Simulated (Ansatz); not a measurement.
**CePb in Ansatz, settings compared**

Input:

```yaml
crystal:
  lattice:
    - [0.0, 4.721045, 0.0]
    - [4.721045, 0.0, 0.0]
    - [2.360522, 2.360522, -5.422139]
  atoms:
    - { symbol: Pb, position: [0.5, 0.5, 0.0] }
    - { symbol: Pb, position: [0.25, 0.75, 0.5] }
    - { symbol: Ce, position: [0.0, 0.0, 0.0] }
    - { symbol: Ce, position: [0.75, 0.25, 0.5] }
  symmetry: { tolerance: 0.0003 }
kpoints:
  mp_grid: { grid: [4, 4, 4], shift: [0, 0, 0] }
magnetization:
  spin_polarized: false
scf:
  occupations: { method: methfessel_paxton, width: 0.028 }
hamiltonian:
  pseudopotentials: { kind: paw }
  xc: pbe
basis:
  ecutwfc: 420
output:
  forces: true
  stress: true
  eigenvalues: true
relax:
  max_steps: 40
  cell: {}
```

The command:

```bash
ansatz run input.yaml --threads 1 --pin off --max-ram 2560MiB --backend cpu --events-out ev --progress --plain --runs-dir out
```

Origin of the cell: a known structure type with other elements, at an estimated volume, so it need not be a known compound.

Output of this run (shortened):

```
band count auto-derived: 45 (N_el = 52.0; filled up to band 26; 32 by the electrons, moments and atoms)
Pseudopotentials: kind: paw
Pseudopotential: Pb, paw, valence charge 14, recommended cutoff 420 eV (normal), Pb.paw.azcp
Pseudopotential: Ce, paw, valence charge 12, recommended cutoff 420 eV (normal), Ce.paw.azcp
Functional definition: PBE
  exchange = pbe_x(kappa = kappa, mu = beta*pi^2/3)
  correlation = pbe_c(beta = beta)
Crystal: 4 atoms, lattice volume = 120.850 Å³
Basis set: ecut = 420 eV, 2363 PW (Γ), exchange–correlation on 64×64×90 points (8 copies of the dense FFT grid, shifted against one another)
Bands: 45, of which v1, the nominal top of the filled ones, is band 26 counted from 1 (25 counted from 0)
Symmetry: 16 space group operations
Space group: I41/amd (ITA 141), of the structure as read, at distance tolerance 1.5e-3 Å
[… 5 lines left out …]
Initial density: superposition of atomic densities (chi_scale 0.1, normalization cell, long waves kept (reshape's long-wave potential 0.00 eV rms))
Functional: x = pbe(κ = 0.804, μ = 0.219515), c = pbe(β = 0.066725)
SCF iter   1: F=—  HF=-36971.172619 eV  Δρ=1.68e-1  dr2=1.95e1  defer=3
SCF iter   2: F=—  HF=-36965.610242 eV  S|Δr|=    0.00e0  Δρ=4.32e-2  dr2=1.46e0  defer=100
SCF iter   3: F=—  HF=-36965.462433 eV  S|Δr|=    0.00e0  Δρ=2.45e-2  dr2=7.71e-1  defer=100
SCF iter   4: F=—  HF=-36965.529677 eV  S|Δr|=    0.00e0  Δρ=2.67e-2  dr2=8.86e-1  defer=81
SCF iter   5: F=—  HF=-36965.449498 eV  S|Δr|=    0.00e0  Δρ=8.17e-3  dr2=7.85e-2  defer=58
[… 2 lines left out …]
SCF iter   8: F=—  HF=-36965.443558 eV  S|Δr|=    0.00e0  Δρ=2.42e-3  dr2=6.88e-3  defer=55  recentre
SCF iter   9: F=—  HF=-36965.443087 eV  S|Δr|=    0.00e0  Δρ=5.67e-4  dr2=3.74e-4  defer=55
SCF iter  10: F=—  HF=-36965.443069 eV  S|Δr|=    0.00e0  Δρ=9.82e-5  dr2=1.15e-5  defer=55
SCF iter  11: F=—  HF=-36965.443063 eV  S|Δr|=    0.00e0  Δρ=1.82e-5  dr2=3.90e-7  defer=55
SCF iter  12: F=-36965.443063 eV  HF=-36965.443063 eV  S|Δr|=    0.00e0  Δρ=4.69e-6  dr2=2.63e-8
relax step   1: F+E_penalty+E_count = -36965.443063 eV  Δ(F+E_penalty+E_count) = +0.000e0 eV  max|allowed force component| = 8.327e-17 eV/Å  Δτ_max = 0.0000 Å  P = -1.217 GPa  Ω = 120.850 Å³ […]
relax step   2: F+E_penalty+E_count = -36965.460679 eV  Δ(F+E_penalty+E_count) = -1.762e-2 eV  max|allowed force component| = 9.801e-17 eV/Å  Δτ_max = 0.0000 Å  P = +1.290 GPa  Ω = 116.642 Å³ […]
relax step   3: F+E_penalty+E_count = -36965.473557 eV  Δ(F+E_penalty+E_count) = -1.288e-2 eV  max|allowed force component| = 1.544e-16 eV/Å  Δτ_max = 0.0000 Å  P = -0.023 GPa  Ω = 118.873 Å³ […]
relax step   4: F+E_penalty+E_count = -36965.473732 eV  Δ(F+E_penalty+E_count) = -1.755e-4 eV  max|allowed force component| = 1.093e-16 eV/Å  Δτ_max = 0.0000 Å  P = +0.018 GPa  Ω = 118.856 Å³ […]
relax step   5: F+E_penalty+E_count = -36965.473741 eV  Δ(F+E_penalty+E_count) = -8.705e-6 eV  max|allowed force component| = 1.249e-16 eV/Å  Δτ_max = 0.0000 Å  P = +0.000 GPa  Ω = 118.920 Å³ […]
relax step   6: F+E_penalty+E_count = -36965.473558 eV  Δ(F+E_penalty+E_count) = +1.828e-4 eV  max|allowed force component| = 1.388e-16 eV/Å  Δτ_max = 0.0000 Å  P = +0.000 GPa  Ω = 118.920 Å³  stress off target by 1.39e-3 GPa […]
SCF 6 converged in 6 iterations: F = -36965.473558 eV  dr2 = 1.12e-11
basis re-selected at this cell: Δ(F+E_penalty+E_count) = +1.828e-4 eV, ΔP = -0.000 GPa vs the last step (what re-selecting the basis moved, of the pressure what is left beyond the Pulay corre […]
SCF converged after 6 iterations
Stability not checked: this state was not tested for a lower state beside it, because cold or Methfessel-Paxton smearing, or corrected tetrahedra, fill the levels in a way that the test cannot read (fill_not_monotonic; […]
Free energy (F): -36965.473558 eV
Harris-Foulkes:  -36965.473558 eV  (|F-HF|=2.18e-11)
Internal energy: -36965.473565 eV  (E = F + TS)
E sigma→0 (E₀):  -36965.473560 eV
Entropy (-TS):   0.000007 eV (0.002 meV/atom)
Fermi energy:    12.824316 eV
--- Per-component energies (eV) ---
  E_band       = -62.394028
  E_kinetic    = 1322.779862
  E_local      = -2760.484306  (includes V_loc(G=0)·N_el)
  E_nonlocal   = 618.826216
  E_hartree    = 1062.867330
  E_xc         = -885.950140
  E_vxc        = -758.572313  (∫ρ·V_xc dr)
  E_paw        = -31776.103085  (= ΣΔE_a)
  E_vpaw       = -610.678275  (= ΣTr[D̂ρ^β])
  E_aug_tail   = 0.000099  (compensation charges beyond the density's cutoff)
  E_ewald      = -4547.409541
  E_smearing   = 0.000007  (= −TS)
  Σ components = -36965.473558   (vs F -36965.473558, Δ=0.00e0)
--- Forces (eV/Å), atoms counted from 1 ---
  atom   1  Pb     0.000000    -0.000000     0.000000
  atom   2  Pb    -0.000000     0.000000    -0.000000
  atom   3  Ce     0.000000    -0.000000     0.000000
  atom   4  Ce    -0.000000     0.000000    -0.000000
  max |Σ_I F_I| component: 1.39e-17 eV/Å
--- Stress (GPa, compression-positive) ---
       -0.000539      -0.000000       0.000000
       -0.000000      -0.000539       0.000000
        0.000000       0.000000       0.001394
  P = ⅓ Tr σ = 0.0001 GPa (0.001 kbar)
--- Relaxed structure (5 steps of the walk, 5 accepted, 1 SCFs on fresh bases) ---
  F+E_penalty+E_count = -36965.473558 eV   max|allowed force component| = 1.388e-16 eV/Å   (the final SCF, on the basis selected at the relaxed cell)
  cell:  # Å, volume = 118.9199 Å³
    - [-4.944e-15, 4.645753, -2.142e-7]
    - [4.645753, -4.944e-15, -2.142e-7]
    - [2.322876, 2.322876, -5.509881]
  atoms:
    - { symbol: Pb, position: [0.500000, 0.500000, 0.0] }
    - { symbol: Pb, position: [0.250000, 0.75, 0.500000] }
    - { symbol: Ce, position: [0.0, 0.0, 0.0] }
    - { symbol: Ce, position: [0.750000, 0.250000, 0.500000] }
```

The same input was run again with these changes:

1. `basis.xc_grid` default → 4; `scf.mixing.preconditioner` default → kerker_dos
2. `kpoints.mp_grid.grid` [4, 4, 4] → [1, 1, 1]; `scf.mixing.preconditioner` default → none; `relax.f_tol` default → 0.001; `relax.max_displacement` default → 0.3
3. `basis.ecutwfc` 420 → "29.4 Ry"; `hamiltonian.hubbard` default → { sites: [{ species: Ce, l: f, u_eff: 6.0 }], double_counting: amf }
4. `crystal.symmetry` { tolerance: 0.0003 } → { detect: false }

```csv
run,end,SCF iterations,volume (Å³/atom),max force component (eV/Å),moment (μB),ΔE(σ→0) (meV/atom)
base,converged,41,29.73,0.000,–,0
1,converged,84,29.73,0.000,–,0.00
2,converged,76,29.41,0.000,–,1052.94
3,converged,66,30.20,0.000,–,–
4,converged,45,29.73,0.000,–,0.00
```

Energies are compared only where functional, datasets, charge and starting cell are the same.

Not properties of the system: run 2 (too coarse or loose: `kpoints.mp_grid.grid` = [1, 1, 1]).

Caveats of the base run: f shells without a U or exact exchange are poorly placed; no spin polarisation, so a magnetic state may lie lower; no spin-orbit coupling, though heavy elements are present; the k mesh is coarse if the cell is a metal; the relaxation held the start's symmetry, so the end may be a saddle point.

Run 3: the cutoff lies below the datasets' advice.
Run 4: the displaced walk ended near the symmetry of the start; the program displaced the start to leave a saddle point.

The base run ran for 19 s of wall time on 1 CPU thread(s) of a shared host, from the program's own first density.
